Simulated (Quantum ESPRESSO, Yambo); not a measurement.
## Quasiparticle gap of Ba2ScCuO4

```
CELL_PARAMETERS angstrom
      4.17696     0.00000     0.00000
      0.00000     4.17696     0.00000
      0.00000     0.00000     8.07886
ATOMIC_POSITIONS crystal
  O  0.00000 0.50000 0.00000
  O  0.50000 0.00000 0.00000
  O  0.00000 0.00000 0.72467
  O  0.00000 0.00000 0.27533
  Sc 0.00000 0.00000 0.00000
  Cu 0.00000 0.00000 0.50000
  Ba 0.50000 0.50000 0.76798
  Ba 0.50000 0.50000 0.23202
```

The geometry is that of Materials Project entry mp-1228350, symmetrised and not relaxed again.

Starting point: PBEsol (Quantum ESPRESSO, PseudoDojo norm-conserving, 92 Ry, no spin-orbit coupling). G0W0 in Yambo: 2×2×1 Γ-centred k mesh, bands 6 to 214 and a 7 Ry block in the screening, 214 bands in G with the Bruneval-Gonze terminator, plasmon pole fitted at 27.2 eV.

| Quantity | Value |
|---|---|
| PBEsol gap along the band path | 1.96 eV |
| PBEsol gap between the mesh's edge points (M → X) | 1.99 eV |
| G0W0 gap between the same points | 2.90 eV |
| PBEsol smallest direct gap on the mesh (at X) | 2.02 eV |
| G0W0 direct gap at that point | 2.92 eV |

```json
[
 {"k point": "Γ", "band": "VB", "E PBEsol (eV)": "-0.23", "E QP (eV)": "-0.76", "shift (eV)": "-0.53", "Z": "0.75"},
 {"k point": "Γ", "band": "CB", "E PBEsol (eV)": "2.20", "E QP (eV)": "3.04", "shift (eV)": "0.85", "Z": "0.80"},
 {"k point": "X", "band": "VB", "E PBEsol (eV)": "-0.04", "E QP (eV)": "-0.55", "shift (eV)": "-0.51", "Z": "0.75"},
 {"k point": "X", "band": "CB", "E PBEsol (eV)": "1.99", "E QP (eV)": "2.38", "shift (eV)": "0.39", "Z": "0.83"},
 {"k point": "M", "band": "VB", "E PBEsol (eV)": "0.00", "E QP (eV)": "-0.52", "shift (eV)": "-0.52", "Z": "0.75"},
 {"k point": "M", "band": "CB", "E PBEsol (eV)": "2.48", "E QP (eV)": "2.99", "shift (eV)": "0.51", "Z": "0.83"}
]
```

Energies count from the PBEsol valence-band maximum.

Nearest settings tried, and what they do to the gap: 142 bands in G: +18 meV; 142 bands in W, 142 bands in G: +43 meV; 6 Ry block (241 vectors against 313): +41 meV. Not varied: mesh. So the settings aren't converged at that level. Oxides, nitrides and fluorides with a shallow 3d shell are known to need far more bands and larger blocks. The k mesh is coarse.

The filled Cu 3d shell has no Hubbard U; semilocal functionals place it too high.

The structure is a Materials Project entry; no match was found in the copy of COD used, and its stability was not checked.
